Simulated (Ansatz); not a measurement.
Bands of Mn2ZnAs2

```
CELL_PARAMETERS angstrom
4.09900 0.00000 0.00000
-2.04950 3.54984 0.00000
0.00000 0.00000 6.57200
ATOMIC_POSITIONS crystal
Mn 0.33333 0.66667 0.36944
Mn 0.66667 0.33333 0.63056
Zn 0.00000 0.00000 0.00000
As 0.33333 0.66667 0.76793
As 0.66667 0.33333 0.23207
```

Atoms are numbered in the order listed.

The geometry is COD entry 1536588, unchecked; take it as a test cell.

Runs of this kind can end on a higher state of the open shell or of the magnetic order, so this needn't be the ground state of the method.

The calculation used DFT, PBE, all-electron LAPW, scalar-relativistic (Ansatz 0.2.0).

Numerical set-up: a Γ-centred 8×8×4 k mesh, Fermi–Dirac smearing of 0.05 eV, basis error target 1 meV/atom, spin-polarised from start moments Mn1 4, Mn2 4 μB, ending with a cell moment of 7.48 μB.

Points in fractions of the reciprocal vectors of this cell: Γ (0, 0, 0), M (0.5, 0, 0), K (0.333, 0.333, 0), A (0, 0, 0.5), L (0.5, 0, 0.5), H (0.333, 0.333, 0.5). The path joins them by straight lines in the order Γ–M–K–Γ–A–L–H–A–L; legs that retrace an earlier one aren't tabulated. Energies are in eV from the Fermi level.

Problem. Metal or insulator at this level of theory?

Solution. No gap opens: metallic or semimetallic.

Problem. Tabulate bands 42 to 47 of the spin-down channel, counted from the lowest band of the run, along the path.

Solution. 
```
k (1/Å)  point  band 42  band 43  band 44  band 45  band 46  band 47
   0.00      Γ    -1.99    -1.91     0.10     0.10     0.65     1.18
   0.22           -2.00    -1.76    -0.01     0.01     0.81     1.06
   0.44           -1.98    -1.84    -0.15    -0.11     0.66     0.97
   0.66           -2.24    -1.91    -0.24    -0.11     0.38     1.01
   0.88      M    -2.62    -1.88    -0.31    -0.08     0.36     0.98
   1.01           -2.58    -2.05    -0.42     0.04     0.29     0.97
   1.14           -2.59    -2.48    -0.59     0.11     0.37     0.92
   1.27           -2.95    -2.69    -0.74     0.09     0.61     0.87
   1.40      K    -2.91    -2.91    -0.80     0.09     0.80     0.80
   1.65           -2.91    -2.23    -0.60     0.12     0.46     0.84
   1.91           -2.43    -1.79    -0.35     0.13     0.47     0.91
   2.16           -2.07    -1.74    -0.07     0.03     0.81     1.03
   2.42      Γ    -1.99    -1.91     0.10     0.10     0.65     1.18
   2.54           -2.00    -2.00     0.11     0.11     0.74     1.20
   2.66           -2.03    -2.03     0.14     0.14     0.99     1.26
   2.78           -2.05    -2.05     0.18     0.18     1.29     1.31
   2.90      A    -2.07    -2.07     0.19     0.19     1.30     1.33
   3.12           -2.24    -1.98     0.14     0.14     0.89     1.21
   3.34           -2.35    -1.86    -0.01     0.05     0.12     1.01
   3.56           -1.95    -1.77    -0.30    -0.18     0.01     0.81
   3.78      L    -1.73    -1.72    -0.41    -0.24     0.02     0.53
   3.91           -1.76    -1.59    -0.41    -0.15     0.04     0.42
   4.04           -1.76    -1.46    -0.43     0.06     0.11     0.27
   4.16           -1.68    -1.46    -0.46     0.17     0.23     0.26
   4.29      H    -1.55    -1.55    -0.48     0.15     0.34     0.34
   4.55           -1.89    -1.49    -0.41     0.08     0.22     0.34
   4.80           -2.13    -1.88    -0.14     0.05     0.34     0.41
   5.06           -2.12    -2.04     0.11     0.14     0.91     0.93
   5.31      A    -2.07    -2.07     0.19     0.19     1.30     1.33
```
